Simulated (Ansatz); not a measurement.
# Property card for C

C:
```yaml
crystal:
  lattice:
    - [2.50530, 0.00000, 0.00000]
    - [-1.25265, 2.16965, 0.00000]
    - [0.00000, 0.00000, 8.26432]
  atoms:
    - { symbol: C, position: [0.00000, 0.00000, 0.59295] }
    - { symbol: C, position: [0.00000, 0.00000, 0.40705] }
    - { symbol: C, position: [0.00000, 0.00000, 0.09295] }
    - { symbol: C, position: [0.00000, 0.00000, 0.90705] }
    - { symbol: C, position: [0.33333, 0.66667, 0.34446] }
    - { symbol: C, position: [0.66667, 0.33333, 0.65554] }
    - { symbol: C, position: [0.66667, 0.33333, 0.84446] }
    - { symbol: C, position: [0.33333, 0.66667, 0.15554] }
```

Space group P6_3/mmc (No. 194); conventional cell a = 2.505 Å, b = 2.505 Å, c = 8.264 Å, α = 90.00°, β = 90.00°, γ = 120.00°.

Method: DFT-PBEsol in the program Ansatz with PAW potentials. The cell and atoms are relaxed at this level. Other levels are named where they apply.

### Cell and energy

| Item | Value |
|---|---|
| Volume per atom | 5.62 Å³ |
| Density | 3.55 g/cm³ |

### Electronic structure

| Item | Value |
|---|---|
| Band gap | 4.44 eV (indirect) |
| Valence-band maximum | at Γ |
| Conduction-band minimum | on the Γ–M line, 83 % of the way from Γ (6 equivalent valleys) |
| Smallest direct gap on the standard path | 5.27 eV |
| Electron effective mass | 0.20, 1.8, 1.8 mₑ (principal values) |
| Hole effective mass, band 1 of 2 at the edge | 0.77 along x, 0.68 along z (mₑ) |
| Hole effective mass, band 2 of 2 at the edge | 0.28 along x, 0.68 along z (mₑ) |
| HSE06 gap on the PBEsol cell | 5.74 eV |

### Mechanics

| Quantity | Value |
|---|---|
| Bulk modulus (Birch–Murnaghan fit) | 450 GPa |
| Pressure derivative B′ | 3.7 |
| Elastic constants (relaxed ions, GPa) | C11 = 1200, C12 = 108, C13 = 41.9, C33 = 1280, C44 = 480 |
| Mechanical stability | stable (all eigenvalues of C positive) |
| Hill bulk and shear moduli | 450 and 530 GPa |
| Young's modulus | 1140 GPa |
| Poisson's ratio | 0.08 |
| Debye temperature from the elastic constants | 2230 K |

### Dielectric response

| Item | Result |
|---|---|
| Electronic dielectric constant ε∞ (DFPT) | 5.78 (xx = yy), 6.00 (zz) |

The workflow started from a Materials Project entry (that database holds measured and hypothetical structures alike). Its sites differ from those of the usual phase in this space group: another stacking or structure type. Symmetry was held in the PBEsol relaxation; its stability against distortions is not shown here.

Potentials: the earlier of the program's two PAW sets. The files were generated under PBE; for other functionals the program regenerates the frozen cores, and for LDA and PBEsol the local potential too.
